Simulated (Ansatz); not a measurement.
Values for one crystal, relaxed and computed with the program Ansatz at the PBEsol level (PAW); other levels are named.

| Property | Result |
|---|---|
| Volume per atom | 10.51 Å³ |
| Electronic character | metallic (no gap) |
| Poisson's ratio | 0.34 |
| Mechanical stability | stable (all eigenvalues of C positive) |
| Formation energy from the elements (no fitted shifts) | -0.84 eV/atom |
| Debye temperature from the elastic constants | 454 K |
| Elastic constants (relaxed ions, GPa) | C11 = 333, C12 = 280, C13 = 216, C33 = 666, C44 = 111, C66 = 233 |

Question: Which compound is it?
A. IrO2, rutile
B. GeS2, rutile
C. TaSi2, MoSi2 or CaC2 type
D. SrCo2P2, I4/mmm (P on 4e, Sr on 2a, Co on 4d)

Answer: A, IrO2, rutile

Space group P4_2/mnm (rutile). The cell was relaxed with PBEsol under the symmetry of its start. The run is not spin-polarised. The volume moved by -16 % from the start of the relaxation. As this level gives no gap, shear constants depend on the k-mesh and smearing (Fermi–Dirac, 0.1 eV here). The references are the lowest solids computed at this level, not always the standard phases (solids in place of the gases). Scalar-relativistic: spin–orbit coupling is off unless named, which matters more the heavier the elements.

Potentials: the later of the program's two PAW sets.
